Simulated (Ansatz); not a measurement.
InBi:
```cif
data_BiIn
_chemical_formula_sum 'In1 Bi1'
_space_group_name_H-M_alt 'P 1'
_space_group_IT_number 1
_cell_length_a 4.77782
_cell_length_b 4.77782
_cell_length_c 4.77782
_cell_angle_alpha 60.000
_cell_angle_beta 60.000
_cell_angle_gamma 60.000
loop_
_space_group_symop_operation_xyz
  'x, y, z'
loop_
_atom_site_label
_atom_site_type_symbol
_atom_site_fract_x
_atom_site_fract_y
_atom_site_fract_z
_atom_site_occupancy
In1 In 0.00000 0.00000 0.00000 1
Bi1 Bi 0.75000 0.75000 0.75000 1
```

Relaxed with r²SCAN. r²SCAN in the plane-wave PAW code Ansatz gives no gap.

### Question
What gap does HSE06 give on the same cell (Ansatz, PAW)?

### Answer
It stays without a gap at the points solved. The hybrid was solved on a coarser mesh and at special points; its gap is the smallest among all of these. On such a mesh it can open a false gap in a semimetal.

| k | v1 r²SCAN | c1 r²SCAN | v1 HSE06 | c1 HSE06 |
|---|---|---|---|---|
| Γ | 0.00 | 0.00 | 0.00 | 0.00 |
| X | -2.17 | 1.34 | ___ | ___ |
| L | -0.98 | 0.06 | ___ | ___ |
| W | -2.56 | 3.47 | ___ | ___ |
| K | -1.84 | 1.61 | ___ | ___ |

### Question
Top valence (v1) and lowest conduction level (c1) in eV from each method's valence maximum (which need not be a listed point): supply the withheld HSE06 values.

### Answer

- L, v1 HSE06: -1.02
- L, c1 HSE06: 0.26
- W, v1 HSE06: -2.69
- W, c1 HSE06: 3.83
- K, v1 HSE06: -1.93
- K, c1 HSE06: 1.85
- X, v1 HSE06: -2.28
- X, c1 HSE06: 1.55

Cost on shared cores: the r²SCAN run (SCF on a 11×11×11 mesh, then bands and DOS) roughly 80 core-seconds, the HSE06 run (SCF on 5×5×5, then a few points) very roughly 120 core-seconds; the tasks are unlike.

Space group F-43m (zinc blende). The first step of the workflow began from a Materials Project structure, measured or hypothetical; the Crystallography Open Database copy checked does not list it. COD files the formula under space group No. 129, so this cell is another polymorph or a model. With In and Bi taken as one species the cell has the higher symmetry Fd-3m, so it may be an ordered model of a mixed-site phase. Its standing as an ambient phase is unchecked. The cell was relaxed with r²SCAN under the symmetry of its start; whether a distortion lowers the energy is not shown. Spin–orbit coupling is left out wherever it is not named.

Potentials: the later of the program's two PAW sets.
